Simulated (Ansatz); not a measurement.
GeBCN in space group R3m (No. 160; B on 3a, N on 3a, Ge on 3a, C on 3a) at seven volumes, plane-wave PAW r²SCAN (Ansatz code), shape and atoms relaxed at each. One row is withheld.

```tsv
V (Å³/atom)	P (GPa)
8.070	28.26
8.336	?
8.602	8.05
8.868	0.00
9.134	-6.91
9.400	-12.86
9.666	-17.96
```

Task: Fit the shown pressures and predict the withheld one.

Result: Third-order Birch–Murnaghan: P = (3/2)B₀(x^(7/2) − x^(5/2))[1 + (3/4)(B′ − 4)(x − 1)] with x = (V₀/V)^(2/3). Least squares on the six rows gives V₀ = 8.868 Å³/atom, B₀ = 248.0 GPa, B′ = 4.01. At V = 8.336, x = 1.0421 and P = 17.37 GPa. The run itself gave 17.40 GPa.

The start of the workflow was typed in or built on a structure type; neither database checked (COD, Materials Project) lists it. Its standing as an ambient phase is unchecked. The r²SCAN relaxation kept the symmetry of its start; its stability against distortions is not shown here. The volume moved by -16 % from the start of the relaxation.

Potentials: the earlier of the program's two PAW sets.
